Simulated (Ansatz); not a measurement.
**Ta: course of a relaxation**

All numbers below come from DFT PBEsol, scalar-relativistic, plane waves, PAW (Ansatz 0.2.0). (420 eV cutoff, 18×18×18 k-mesh, Gaussian smearing of 0.10 eV, no spin polarisation)

What was changed: relaxed at 20 GPa.

Spin–orbit coupling is left out, which can shift energies with elements as heavy as these.

Command:

```bash
ansatz run input.yaml --threads 1 --pin off --max-ram 2560MiB --backend cpu --events-out ev --progress --plain --runs-dir out
```

Input:

```yaml
crystal:
  lattice:
    - [-1.5955902865, 1.5955902865, 1.5955902865]
    - [1.5955902865, -1.5955902865, 1.5955902865]
    - [1.5955902865, 1.5955902865, -1.5955902865]
  atoms:
    - { symbol: Ta, position: [0.0, 0.0, 0.0] }
basis:
  ecutwfc: 420
kpoints:
  mp_grid: { grid: [18, 18, 18] }
hamiltonian:
  xc: pbesol
scf:
  occupations: { method: gaussian, width: 0.1 }
output:
  forces: true
  stress: true
  eigenvalues: true
relax:
  adjacent_minimum: "off"
  f_tol: 0.008
  max_steps: 50
  cell: { stress_tol: 0.08, p_target: 20.0 }
```

F is the free energy. Steps run on the plane waves of an earlier cell, but the last one, and at times one on the way, on a freshly chosen basis, so a repeated geometry can differ a little in energy. The relaxation lowers the enthalpy F + PV at the target pressure, so F itself can rise.

Steps:

```tsv
step	F − F(1) (eV)	largest force component (eV/Å)	V (Å³/atom)	P (GPa)
1	0.0000	0.000	16.249	20.38
2	-0.0098	0.000	16.329	18.98
3	-0.0027	0.000	16.270	20.00
4	-0.0027	0.000	16.270	20.00
```

Relaxed structure:

```yaml
crystal:
  lattice:
    - [-1.59629, 1.59629, 1.59629]
    - [1.59629, -1.59629, 1.59629]
    - [1.59629, 1.59629, -1.59629]
  atoms:
    - { symbol: Ta, position: [0.00000, 0.00000, 0.00000] }
```

It takes space group Im-3m (No. 229, cubic). The conventional cell has a = 3.193 Å, b = 3.193 Å, c = 3.193 Å, α = 90.00°, β = 90.00°, γ = 90.00°. Ta (site symmetry m-3m) has 8 Ta at 2.76 Å as nearest neighbours.

The run converged. Time: 17 s on 1 thread of Intel(R) Xeon(R) Platinum 8259CL CPU @ 2.50GHz (Skylake/Cascade Lake), with other jobs on the host, peak memory 0.39 GiB.